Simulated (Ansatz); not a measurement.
# Field gradients of Si3N4 from run to run

Cell of run 1: a COD entry.

Space group P6_3/m (No. 176); a = 7.6170, c = 2.9134 Å, γ = 120.00°.

| site | Wyckoff | site symmetry | x | y | z |
| --- | --- | --- | --- | --- | --- |
| Si | 6h | m.. | 0.1784 | 0.7749 | 0.2500 |
| N7 | 2c | -6.. | 0.3333 | 0.6667 | 0.2500 |
| N9 | 6h | m.. | 0.3359 | 0.0328 | 0.2500 |

One atom of each set is listed.

Relaxed positions (PBE, cell held):

Si (0.1740, 0.7679, 0.2500)
N7 (0.3333, 0.6667, 0.2500)
N9 (0.3298, 0.0300, 0.2500)

All runs are DFT with Ansatz 0.2.0 (plane waves and PAW, scalar-relativistic unless spin–orbit coupling is named, Γ-centred meshes, Fermi–Dirac smearing where given) in this cell.

Run 1: PBE, gradients read without the response of the cores, atoms as given; 420 eV, 4×4×9 k-points, smearing 0.02 eV.
Run 2: PBE, gradients read without the response of the cores, atoms relaxed; 420 eV, 4×4×9 k-points, smearing 0.02 eV.
Run 3: r2SCAN, gradients read without the response of the cores, at the relaxed atoms; 500 eV, 4×4×9 k-points, smearing 0.02 eV.

```json
{"run": "1", "Si V_zz (η)": "-0.60 (0.30)", "N7 V_zz (η)": "-5.37 (0.00)", "N9 V_zz (η)": "-5.07 (0.09)"}
{"run": "2", "Si V_zz (η)": "0.90 (0.28)", "N7 V_zz (η)": "-5.14 (0.00)", "N9 V_zz (η)": "-5.20 (0.07)"}
{"run": "3", "Si V_zz (η)": "?", "N7 V_zz (η)": "?", "N9 V_zz (η)": "?"}
```

V_zz in 10²¹ V/m².

Q: Estimate the row of run 3.

A: Si: 0.90 (0.25); N7: -5.24 (0.00); N9: -5.21 (0.08). It lies nearest to run 2, from whose tensors on these sites it differs by 0.10 at most (largest principal value of the difference, on N7). Taken one at a time, the positions of the atoms (as given or relaxed) move the tensors on these sites by up to 1.00 (largest principal value of the change, on Si), the functional (r2SCAN with its higher cutoff) by 0.10 (N7). On some sites the largest principal value moves to another axis from run to run, and the sign of V_zz can flip with it.

In run 1 the atoms aren't at the calculated equilibrium (largest force 1.2 eV/Å).
